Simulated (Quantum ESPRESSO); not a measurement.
Hf5TaScY, input and log of a self-consistent run

Simulated, not a measurement. The program is pw.x of Quantum ESPRESSO 7.5 (plane-wave density functional theory). The cell is made up: eight metal atoms on a face-centred cubic lattice, with elements, volume, strain and displacements drawn at random and not relaxed, so it may be unstable or far from any real phase. PseudoDojo standard norm-conserving files set the functional (PBE unless stated); there is no spin polarisation or spin-orbit coupling, the Fermi-Dirac width of 0.25 eV means electrons at about 2900 K, and the masses in the input are unused placeholders. Heavy elements are run without spin-orbit coupling, which real alloys of them have. A spin test at this wide smearing found no moment, but such smearing suppresses magnetism that the real alloy may have.

Input:

```
&control calculation='scf', pseudo_dir='./dojo.nc.sr.pbe.v0_5.standard.upf', outdir='./o', disk_io='minimal', tprnfor=.true., tstress=.true. /
&system ibrav=0, nat=8, ntyp=4, nbnd=66, ecutwfc=77.98206166, nosym=.true., tot_charge=0,
 occupations='smearing', smearing='fd', degauss=0.0183746611
/
&electrons conv_thr=1.470e-08, electron_maxstep=70, mixing_beta=0.5 /
ATOMIC_SPECIES
Hf 1.0 Hf.upf
Sc 1.0 Sc.upf
Ta 1.0 Ta.upf
Y 1.0 Y.upf
CELL_PARAMETERS angstrom
0.0 0.0 -4.5963
-4.5963 0.0 0.0
2.2981 9.1925 2.2981
ATOMIC_POSITIONS angstrom
Hf -0.0023 -0.0846 0.014
Hf -2.252 2.2852 -0.0438
Ta -0.1056 4.6122 -0.0336
Hf -2.3779 6.8355 0.009
Hf -2.3262 -0.0553 -2.3377
Hf 0.0017 2.2817 -2.3246
Sc -2.2339 4.5338 -2.2744
Y -0.0116 6.8584 -2.2605
K_POINTS automatic
5 5 3 1 1 1
```

The log is shortened where brackets say so; the opening notice, blank lines, dates and the lines on written files are dropped, and the path of the files is cut. It prints rydbergs, bohrs and kilobars, and counts compression as positive stress. Its total energy is the free energy E - TS of the whole cell.

```
     Program PWSCF v.7.5
     Parallel version (MPI & OpenMP), running on       4 processor cores
     Number of MPI processes:                 4
     Threads/MPI process:                     1
     [start-up lines left out]
     bravais-lattice index     =            0
     lattice parameter (alat)  =       8.6857  a.u.
     unit-cell volume          =    1310.5300 (a.u.)^3
     number of atoms/cell      =            8
     number of atomic types    =            4
     number of electrons       =        95.00
     number of Kohn-Sham states=           66
     kinetic-energy cutoff     =      77.9821  Ry
     charge density cutoff     =     311.9282  Ry
     scf convergence threshold =      1.5E-08
     mixing beta               =       0.5000
     number of iterations used =            8  plain     mixing
     Exchange-correlation= PBE
                           (   1   4   3   4   0   0   0)
     [axes and pseudopotential details left out]
   Cartesian axes
     site n.     atom                  positions (alat units)
         1        Hf     tau(   1) = (  -0.0005004  -0.0184061   0.0030459  )
         2        Hf     tau(   2) = (  -0.4899593   0.4971825  -0.0095294  )
         3        Ta     tau(   3) = (  -0.0229750   1.0034593  -0.0073102  )
         4        Hf     tau(   4) = (  -0.5173509   1.4871745   0.0019581  )
         5        Hf     tau(   5) = (  -0.5061027  -0.0120314  -0.5086047  )
         6        Hf     tau(   6) = (   0.0003699   0.4964210  -0.5057546  )
         7        Sc     tau(   7) = (  -0.4860214   0.9864021  -0.4948328  )
         8        Y      tau(   8) = (  -0.0025238   1.4921567  -0.4918086  )
     number of k points=    38  Fermi-Dirac smearing, width (Ry)=  0.0184
                       cart. coord. in units 2pi/alat
        k(    1) = (  -0.1000000   0.1333337  -0.1000000), wk =   0.0533333
        k(    2) = (  -0.1000000  -0.2000033  -0.1000000), wk =   0.0533333
     [further k points left out]
     Dense  grid:   122029 G-vectors     FFT dimensions: (  50,  50, 108)
     Estimated max dynamical RAM per process >     378.33 MB
     Estimated total dynamical RAM >       1.39 GB
     Initial potential from superposition of free atoms
     starting charge      94.9827, renormalised to      95.0000
     Starting wfcs are   80 randomized atomic wfcs
     total cpu time spent up to now is        5.2 secs
     per-process dynamical memory:   278.7 Mb
     Self-consistent Calculation
     iteration #  1     ecut=    77.98 Ry     beta= 0.50
     Davidson diagonalization with overlap
     ethr =  1.00E-02,  avg # of iterations =  3.2
     Threshold (ethr) on eigenvalues was too large:
     Diagonalizing with lowered threshold
     Davidson diagonalization with overlap
     ethr =  6.03E-04,  avg # of iterations =  3.9
     total cpu time spent up to now is       27.5 secs
     total energy              =    -872.36457903 Ry
     estimated scf accuracy    <       0.60368617 Ry
     iteration #  2     ecut=    77.98 Ry     beta= 0.50
     Davidson diagonalization with overlap
     ethr =  6.35E-04,  avg # of iterations =  9.6
     total cpu time spent up to now is       45.2 secs
     total energy              =    -871.23533907 Ry
     estimated scf accuracy    <      27.41243956 Ry
     iteration #  3     ecut=    77.98 Ry     beta= 0.50
     Davidson diagonalization with overlap
     ethr =  6.35E-04,  avg # of iterations =  6.6
     total cpu time spent up to now is       59.3 secs
     total energy              =    -872.63155275 Ry
     estimated scf accuracy    <       0.32938134 Ry
     iteration #  4     ecut=    77.98 Ry     beta= 0.50
     Davidson diagonalization with overlap
     ethr =  3.47E-04,  avg # of iterations =  4.0
     total cpu time spent up to now is       70.8 secs
     total energy              =    -872.63913432 Ry
     estimated scf accuracy    <       0.46067187 Ry
     iteration #  5     ecut=    77.98 Ry     beta= 0.50
     Davidson diagonalization with overlap
     ethr =  3.47E-04,  avg # of iterations =  2.1
     total cpu time spent up to now is       80.3 secs
     total energy              =    -872.66060494 Ry
     estimated scf accuracy    <       0.32298358 Ry
     [iterations 6 to 13 left out]
     iteration # 14     ecut=    77.98 Ry     beta= 0.50
     Davidson diagonalization with overlap
     ethr =  2.71E-09,  avg # of iterations =  1.4
     total cpu time spent up to now is      188.6 secs
     total energy              =    -872.68505495 Ry
     estimated scf accuracy    <       0.00000065 Ry
     iteration # 15     ecut=    77.98 Ry     beta= 0.50
     Davidson diagonalization with overlap
     ethr =  6.89E-10,  avg # of iterations =  2.6
     total cpu time spent up to now is      199.0 secs
     total energy              =    -872.68505497 Ry
     estimated scf accuracy    <       0.00000047 Ry
     iteration # 16     ecut=    77.98 Ry     beta= 0.50
     Davidson diagonalization with overlap
     ethr =  4.98E-10,  avg # of iterations =  4.9
     total cpu time spent up to now is      209.5 secs
     total energy              =    -872.68505500 Ry
     estimated scf accuracy    <       0.00000052 Ry
     iteration # 17     ecut=    77.98 Ry     beta= 0.50
     Davidson diagonalization with overlap
     ethr =  4.98E-10,  avg # of iterations =  1.1
     total cpu time spent up to now is      218.6 secs
     total energy              =    -872.68505503 Ry
     estimated scf accuracy    <       0.00000002 Ry
     iteration # 18     ecut=    77.98 Ry     beta= 0.50
     Davidson diagonalization with overlap
     ethr =  1.66E-11,  avg # of iterations =  5.3
     total cpu time spent up to now is      231.0 secs
     End of self-consistent calculation
     [lines on levels left out]
!    total energy              =    -872.68505503 Ry
     estimated scf accuracy    <          6.2E-09 Ry
     smearing contrib. (-TS)   =      -0.17390435 Ry
     internal energy E=F+TS    =    -872.51115068 Ry
     The total energy is F=E-TS. E is the sum of the following terms:
     one-electron contribution =    -198.73485694 Ry
     hartree contribution      =     125.83016798 Ry
     xc contribution           =    -203.77308367 Ry
     ewald contribution        =    -595.83337806 Ry
     convergence has been achieved in  18 iterations
     Forces acting on atoms (cartesian axes, Ry/au):
     atom    1 type  1   force =    -0.00391703    0.02816372   -0.00493749
     atom    2 type  1   force =    -0.00608677   -0.00268598    0.00649951
     atom    3 type  3   force =     0.01093916   -0.03432926    0.00655463
     atom    4 type  1   force =     0.01561795   -0.00633027    0.00037568
     atom    5 type  1   force =     0.00325472    0.03158439    0.00945760
     atom    6 type  1   force =     0.00074705    0.00501461    0.00005149
     atom    7 type  2   force =    -0.01382819   -0.00681487   -0.00630597
     atom    8 type  4   force =    -0.00672687   -0.01460235   -0.01169545
     Total force =     0.065884     Total SCF correction =     0.000091
     Computing stress (Cartesian axis) and pressure
          total   stress  (Ry/bohr**3)                   (kbar)     P=      -39.72
  -0.00026370  -0.00001173   0.00000755          -38.79       -1.73        1.11
  -0.00001173  -0.00032654   0.00000247           -1.73      -48.04        0.36
   0.00000755   0.00000247  -0.00021986            1.11        0.36      -32.34
     init_run     :      4.82s CPU      5.03s WALL (       1 calls)
     electrons    :    224.61s CPU    225.86s WALL (       1 calls)
     forces       :      2.16s CPU      2.20s WALL (       1 calls)
     stress       :      7.40s CPU      7.58s WALL (       1 calls)
     [timing details left out]
     PWSCF        :   3m59.18s CPU   4m 0.89s WALL
     JOB DONE.
```

In other units: free energy -11873.485 eV for the cell, pressure -3.97 GPa, largest force component 0.883 eV/Å in size. The run took 243 s of wall time with four MPI processes on a shared machine (Intel Xeon, 2023 or later, virtual cores), so the time is rough. A rerun of this cell at a higher cutoff and on a denser mesh moved values by no more than 0.011 eV in energy, 0.03 GPa in stress and 0.003 eV/Å in force, and a second program with other atomic files agreed on that cell to 2 % rms in force and 0.5 GPa in pressure.